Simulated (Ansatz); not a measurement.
**Lattice vibrations of ZrTiGe₄ at Γ**

These are results of DFT PBE, scalar-relativistic, plane waves, PAW in Ansatz 0.2.0, not measurements. Plane waves to 420 eV; Γ-centred k mesh 10×10×10; Fermi-Dirac smearing of 0.15 eV. No spin polarisation. Phonons by linear response, acoustic sum rule imposed.

Relaxed structure:
```yaml
crystal:
  lattice:
    - [3.76835, 0.00000, 0.00000]
    - [0.00000, 1.88810, 7.36860]
    - [0.00000, -1.88810, 7.36860]
  atoms:
    - { symbol: Zr, position: [0.50000, 0.10561, 0.10561] }
    - { symbol: Ti, position: [0.00000, 0.89602, 0.89602] }
    - { symbol: Ge, position: [0.00000, 0.25527, 0.25527] }
    - { symbol: Ge, position: [0.50000, 0.75487, 0.75487] }
    - { symbol: Ge, position: [0.00000, 0.55508, 0.55508] }
    - { symbol: Ge, position: [0.50000, 0.43314, 0.43314] }
```

The cell was found from a structure generator's guess, not taken from experiment. In a metal, frequencies depend on the k mesh and the smearing, soft modes most.

Optical modes at Γ:
```
frequency (cm⁻¹)  degeneracy
              97           1
             100           1
             101           1
             119           1
             132           1
             149           1
             181           1
             184           1
             187           1
             193           1
             226           1
             226           1
             230           1
             240           1
             252           1
```

All 15 optical modes at Γ are real: no displacement of atoms at fixed cell lowers the energy to second order. Strains and modes at other wave vectors aren't tested by this run.
